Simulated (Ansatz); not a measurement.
HfO$_{2}$:
Space group Fm-3m (No. 225); a = b = c = 5.045 Å, α = β = γ = 90.00°

```json
[
 {"atom": "Hf", "site": "4a", "symmetry": "m-3m", "x": "0.0000", "y": "0.0000", "z": "0.0000"},
 {"atom": "O", "site": "8c", "symmetry": "-43m", "x": "0.2500", "y": "0.2500", "z": "0.2500"}
]
```
(The calculation used a cell of 3 atoms; values per cell refer to that cell.)

Relaxed with PBEsol. PBEsol in the plane-wave PAW code Ansatz gives a gap of 3.69 eV.

Problem. What gap does HSE06 give on the same cell (Ansatz, PAW)?

Solution. 5.43 eV, 1.75 eV more. The hybrid was solved on a coarser mesh and at special points; the gap given is the minimum over both.

```tsv
k	v1 PBEsol	c1 PBEsol	v1 HSE06	c1 HSE06
Γ	-0.63	3.81	[?]	[?]
X	0.00	3.69	0.00	5.43
L	-1.88	4.56	[?]	[?]
W	-0.21	4.77	[?]	[?]
K	-0.35	4.25	[?]	[?]
```

Problem. Top valence (v1) and lowest conduction level (c1) in eV from each method's valence maximum (which need not be a listed point): supply the withheld HSE06 values.

Solution. 
- K, v1 HSE06: -0.37
- K, c1 HSE06: 6.01
- Γ, v1 HSE06: -0.68
- Γ, c1 HSE06: 5.60
- L, v1 HSE06: -2.03
- L, c1 HSE06: 6.40
- W, v1 HSE06: -0.23
- W, c1 HSE06: 6.54

Cost on shared cores: the PBEsol run (SCF on a 9×9×9 mesh, then bands and DOS) roughly 4 core-seconds, the HSE06 run (SCF on 7×7×7, then a few points) roughly 60 core-seconds; the tasks are unlike.

This is a known high-temperature phase of the composition, computed here at zero pressure and temperature. The cell was relaxed with PBEsol under the symmetry of its start; whether a distortion lowers the energy is not shown. No spin polarisation was allowed. Spin–orbit coupling is left out wherever it is not named.

Potentials: the earlier of the program's two PAW sets. The files were generated under PBE; for other functionals the program regenerates the frozen cores, and for LDA and PBEsol the local potential too.
